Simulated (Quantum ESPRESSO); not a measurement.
# Band energies of HgZnTe2

```xyz
4
Lattice="4.4731 0.0000 0.0000 0.0000 4.4731 0.0000 0.0000 0.0000 6.3801" Properties=species:S:1:pos:R:3 pbc="T T T"
Zn     2.2365     2.2365     3.1900
Te     0.0000     2.2365     1.7372
Te     2.2365     0.0000     4.6429
Hg     0.0000     0.0000     0.0000
```

PBEsol (Quantum ESPRESSO, PseudoDojo norm-conserving, 84 Ry, scalar-relativistic); path ΓXMΓZRAZ,XR,MA; energies in eV from the Fermi level.

```csv
k (1/Å),point,band 32,band 33,band 34,band 35,band 36,band 37,band 38,band 39
0.00,Γ,-2.37,-2.37,-0.36,-0.18,-0.14,-0.14,1.88,2.40
0.47,,-3.46,-3.02,-1.79,-1.64,-0.54,1.89,2.37,4.16
0.70,X,-4.30,-2.79,-2.48,-1.42,-0.85,2.34,2.40,4.54
1.05,,-4.61,-2.55,-2.34,-2.27,-1.79,1.97,2.87,3.32
1.40,M,-5.17,-2.44,-2.26,-2.26,-2.17,1.11,2.23,2.23
1.63,,-4.71,-2.56,-2.47,-2.12,-2.00,1.45,2.32,2.84
2.18,,-2.60,-2.56,-1.57,-0.62,-0.47,1.22,2.45,2.83
2.40,Γ,-2.37,-2.37,-0.36,-0.18,-0.14,-0.14,1.88,2.40
2.64,,-2.15,-2.15,-1.84,-0.57,-0.57,1.28,1.92,2.66
2.89,Z,-2.96,-1.74,-1.74,-1.14,-1.14,2.04,2.06,2.92
3.19,,-3.83,-1.62,-1.62,-1.37,-1.00,1.80,2.13,3.92
3.59,R,-5.18,-1.42,-1.10,-1.07,-0.78,0.58,1.27,4.49
3.69,,-5.17,-1.64,-1.21,-1.12,-0.98,0.86,1.51,4.58
4.19,,-5.16,-3.00,-2.85,-2.48,-2.35,2.94,3.81,4.49
4.29,A,-5.16,-2.96,-2.66,-2.66,-2.61,3.04,3.96,4.53
4.57,,-4.97,-3.02,-2.92,-1.95,-1.65,2.45,3.24,4.73
5.02,,-3.57,-2.05,-1.97,-1.21,-0.93,2.12,2.59,3.46
5.29,Z,-2.96,-1.74,-1.74,-1.14,-1.14,2.04,2.06,2.92
5.29,X,-4.30,-2.79,-2.48,-1.42,-0.85,2.34,2.40,4.54
5.39,,-4.41,-2.63,-2.34,-1.42,-0.85,2.23,2.26,4.59
5.78,R,-5.18,-1.42,-1.10,-1.07,-0.78,0.58,1.27,4.49
5.78,M,-5.17,-2.44,-2.26,-2.26,-2.17,1.11,2.23,2.23
6.27,A,-5.16,-2.96,-2.66,-2.66,-2.61,3.04,3.96,4.53
```

At this level the gap is closed or nearly so: along the path the highest valence and lowest conduction bands touch, or overlap by less than 0.6 eV, a zero-gap or semimetallic result; the valence top lies at Γ, the conduction bottom at Γ. Semilocal functionals close the gaps of some narrow-gap semiconductors, so this alone doesn't show that the compound has none.

Spin-orbit coupling is left out, which matters for elements this heavy: edges can move by tenths of an eV.

Geometry of the Materials Project entry, not relaxed at this level.

The structure is a Materials Project entry; no match was found in the copy of COD used, and its stability was not checked.
